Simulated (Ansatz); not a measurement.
YGe₂ (fluorite, space group No. 225), PBE in the plane-wave PAW code Ansatz, all energies at zero smearing, with the estimated change up to a 700 eV cutoff added, with one set of potentials and settings (totals compare only within such a set). Cell of 3 atoms (1 Y, 2 Ge): -12438.986 eV.

| element | reference phase | E (eV/atom) |
|---|---|---|
| Y | P6_3/mmc, 2 atoms in the cell | -3848.6668 |
| Ge | Fd-3m, 2 atoms in the cell | -4294.9847 |

Formation energy per atom, worked out: (-12438.986 − 1×(-3848.6668) − 2×(-4294.9847))/3 = -0.117 eV/atom (-11 kJ per mol of atoms), at 0 K, without zero-point energy or fitted corrections.

Space group Fm-3m (fluorite). A made-up cell: these elements were put on the sites of a structure type; neither database checked (COD, Materials Project) lists it. Whether it is the stable phase at ambient conditions was not checked. Symmetry was held in the PBE relaxation; whether a distortion lowers the energy is not shown. The run is not spin-polarised. The references are the lowest solids computed at this level, not always the standard phases.

Potentials: the later of the program's two PAW sets.
